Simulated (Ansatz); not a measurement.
RbAu₅:
```cif
data_Au5Rb
_chemical_formula_sum 'Rb1 Au5'
_space_group_name_H-M_alt 'P6/mmm'
_space_group_IT_number 191
_space_group_name_Hall '-P 6 2'
_cell_length_a 5.84515
_cell_length_b 5.84515
_cell_length_c 4.46058
_cell_angle_alpha 90.000
_cell_angle_beta 90.000
_cell_angle_gamma 120.000
loop_
_atom_site_label
_atom_site_type_symbol
_atom_site_symmetry_multiplicity
_atom_site_Wyckoff_symbol
_atom_site_fract_x
_atom_site_fract_y
_atom_site_fract_z
_atom_site_occupancy
Rb1 Rb 1 a 0.00000 0.00000 0.00000 1
Au1 Au 2 c 0.33333 0.66667 0.00000 1
Au2 Au 3 g 0.50000 0.50000 0.50000 1
```

Relaxed at zero pressure with DFT-r²SCAN in the program Ansatz with PAW potentials.

### Question
The volume is lowered by 9 % and shape and atoms relax at that volume. What pressure results, and how do the axes share the change?

### Answer
10.3 GPa; a -4.3 %, b -4.3 %, c -0.7 %; the energy rises by 57 meV/atom.

### Question
Give the new structure.

### Answer

Space group P6/mmm (No. 191); a = 5.5963 Å, b = 5.5963 Å, c = 4.4281 Å, α = 90.00°, β = 90.00°, γ = 120.00°

```
atom  site  symmetry       x       y       z
----  ----  --------  ------  ------  ------
Rb      1a     6/mmm  0.0000  0.0000  0.0000
Au      2c      -6m2  0.3333  0.6667  0.0000
Au      3g       mmm  0.5000  0.5000  0.5000
```

The phase is kept; no other phase was compared at this pressure.

The workflow started from an entry of the Crystallography Open Database (COD). Its standing as an ambient phase is unchecked. The r²SCAN relaxation kept the symmetry of its start; its stability against distortions is not shown here. Axis ratios of metals converge slowly with the k-mesh, so a and c are less sure than the volume. Scalar-relativistic: spin–orbit coupling is off unless named, which matters more the heavier the elements.

Potentials: the later of the program's two PAW sets.
